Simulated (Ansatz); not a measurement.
Method: DFT PBE, scalar-relativistic, plane waves, PAW in Ansatz. All cells share a 420 eV cutoff and Γ-centred k meshes spaced at most about 0.3 Å⁻¹ (about 0.25 or finer for metals, 2π included). No spin polarisation in the final relaxations.

These are static total energies at zero pressure.

Two relaxed structures of ZnCd2Te2S:

A. Space group P4/mmm (No. 123), tetragonal, a = 5.361 Å, c = 6.095 Å. Around Zn lie 4 Te at 2.68 Å; Cd is surrounded by 2 S at 2.68 Å and 2 Te at 3.05 Å; Te is surrounded by 2 Zn at 2.68 Å and 2 Cd at 3.05 Å; S is surrounded by 4 Cd at 2.68 Å.

B. Space group Pmm2 (No. 25), orthorhombic, a = 3.819 Å, b = 4.073 Å, c = 10.430 Å. Zn has 6 Te at 2.97–3.00 Å and 1 Cd at 3.06 Å; around Cd on its first site lie 2 S at 2.48 Å, 1 Zn at 3.06 Å and 4 Te at 3.41 Å; Cd on its second site is surrounded by 1 S at 2.46 Å and 4 Te at 3.05 Å; Te on its first site is surrounded by 4 Zn at 3.00 Å and 4 Cd at 3.41 Å; around S lie 3 Cd at 2.46–2.48 Å; 1 more site not described.

Question: Which form is favoured at zero pressure, and by what margin per atom?

Answer: B is lower, by 172 meV/atom. A has space group P4/mmm (No. 123), 29.2 Å³/atom and no gap on its mesh; B has space group Pmm2 (No. 25), 27.0 Å³/atom and no gap. Counting Cd, Te or Zn atoms around S (for each partner element, those within 1.25 times its shortest distance or 1.15 times the sum of covalent radii, where it is the nearest in units of that sum or under 1.3), A has S 4 and B has S 3. The denser one is the lower, and pressure would at first widen the difference. Both come from invented guesses.

Spin–orbit coupling, which can matter for Te, is left out. Cells relaxed within their symmetry can be saddle points.
